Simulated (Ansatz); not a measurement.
GaP:
```yaml
crystal:
  lattice:
    - [0.00000, 2.75328, 2.75328]
    - [2.75328, 0.00000, 2.75328]
    - [2.75328, 2.75328, 0.00000]
  atoms:
    - { symbol: Ga, position: [0.00000, 0.00000, 0.00000] }
    - { symbol: P, position: [0.75000, 0.75000, 0.75000] }
```

Relaxed with PBE.

Problem. Which orbitals make up the states near the band edges in PBE (plane waves, PAW; program Ansatz)?

Solution. Top 1 eV of the valence band: P 3p 78 %, Ga 4p 19 %. Bottom 1 eV of the conduction band: Ga 4p 29 %, Ga 4s 24 %, P 3p 21 %, P 3s 16 %, outside the projected shells 10 %. Projections are on Löwdin-orthogonalised atomic valence shells; empty p or d shells of many metals are not among them.

Problem. Tabulate the density of states.

Solution. States/eV per cell of 2 atoms, in 0.25 eV bins, energy from the valence-band maximum.

| E (eV) | total | P 3p | Ga 4p | Ga 4s |
|---|---|---|---|---|
| -7.85 | 0.00 | 0.00 | 0.00 | 0.00 |
| -7.60 | 0.00 | 0.00 | 0.00 | 0.00 |
| -7.35 | 0.00 | 0.00 | 0.00 | 0.00 |
| -7.10 | 0.00 | 0.00 | 0.00 | 0.00 |
| -6.85 | 0.00 | 0.00 | 0.00 | 0.00 |
| -6.60 | 0.12 | 0.06 | 0.00 | 0.06 |
| -6.35 | 1.81 | 0.82 | 0.12 | 0.79 |
| -6.10 | 1.62 | 0.73 | 0.16 | 0.62 |
| -5.85 | 0.87 | 0.39 | 0.09 | 0.30 |
| -5.60 | 0.62 | 0.28 | 0.07 | 0.20 |
| -5.35 | 0.50 | 0.22 | 0.05 | 0.15 |
| -5.10 | 0.40 | 0.18 | 0.04 | 0.11 |
| -4.85 | 0.33 | 0.15 | 0.04 | 0.09 |
| -4.60 | 0.29 | 0.13 | 0.03 | 0.08 |
| -4.35 | 0.24 | 0.11 | 0.02 | 0.06 |
| -4.10 | 0.21 | 0.10 | 0.02 | 0.05 |
| -3.85 | 0.33 | 0.18 | 0.07 | 0.04 |
| -3.60 | 1.26 | 0.75 | 0.41 | 0.05 |
| -3.35 | 1.15 | 0.68 | 0.36 | 0.06 |
| -3.10 | 1.09 | 0.66 | 0.33 | 0.06 |
| -2.85 | 1.21 | 0.75 | 0.37 | 0.06 |
| -2.60 | 1.53 | 0.98 | 0.46 | 0.05 |
| -2.35 | 1.63 | 1.06 | 0.48 | 0.05 |
| -2.10 | 1.56 | 1.04 | 0.44 | 0.04 |
| -1.85 | 1.48 | 1.01 | 0.40 | 0.03 |
| -1.60 | 1.45 | 1.02 | 0.38 | 0.03 |
| -1.35 | 1.42 | 1.02 | 0.35 | 0.02 |
| -1.10 | 1.23 | 0.91 | 0.28 | 0.01 |
| -0.85 | 0.76 | 0.58 | 0.16 | 0.01 |
| -0.60 | 0.51 | 0.40 | 0.09 | 0.01 |
| -0.35 | 0.32 | 0.26 | 0.05 | 0.00 |
| -0.10 | 0.10 | 0.08 | 0.01 | 0.00 |
| 0.15 | 0.00 | 0.00 | 0.00 | 0.00 |
| 0.40 | 0.00 | 0.00 | 0.00 | 0.00 |
| 0.65 | 0.00 | 0.00 | 0.00 | 0.00 |
| 0.90 | 0.00 | 0.00 | 0.00 | 0.00 |
| 1.15 | 0.00 | 0.00 | 0.00 | 0.00 |
| 1.40 | 0.00 | 0.00 | 0.00 | 0.00 |
| 1.65 | 0.04 | 0.01 | 0.01 | 0.01 |
| 1.90 | 0.35 | 0.06 | 0.12 | 0.08 |
| 2.15 | 0.74 | 0.15 | 0.22 | 0.18 |
| 2.40 | 1.16 | 0.26 | 0.32 | 0.28 |
| 2.65 | 1.76 | 0.45 | 0.47 | 0.43 |
| 2.90 | 1.96 | 0.55 | 0.51 | 0.48 |
| 3.15 | 1.30 | 0.38 | 0.33 | 0.29 |
| 3.40 | 0.92 | 0.29 | 0.23 | 0.19 |
| 3.65 | 0.93 | 0.25 | 0.29 | 0.14 |
| 3.90 | 0.87 | 0.18 | 0.36 | 0.10 |
| 4.15 | 0.92 | 0.18 | 0.45 | 0.08 |
| 4.40 | 1.60 | 0.32 | 0.84 | 0.09 |
| 4.65 | 2.26 | 0.49 | 1.11 | 0.13 |
| 4.90 | 1.37 | 0.33 | 0.66 | 0.09 |
| 5.15 | 1.12 | 0.27 | 0.56 | 0.06 |
| 5.40 | 1.46 | 0.35 | 0.67 | 0.08 |
| 5.65 | 1.49 | 0.33 | 0.67 | 0.06 |
| 5.90 | 1.32 | 0.28 | 0.59 | 0.05 |
| 6.15 | 1.45 | 0.31 | 0.62 | 0.06 |
| 6.40 | 0.91 | 0.18 | 0.40 | 0.03 |

Space group F-43m (zinc blende). The cell was relaxed with PBE under the symmetry of its start. Spin–orbit coupling is left out wherever it is not named.

Potentials: the earlier of the program's two PAW sets.
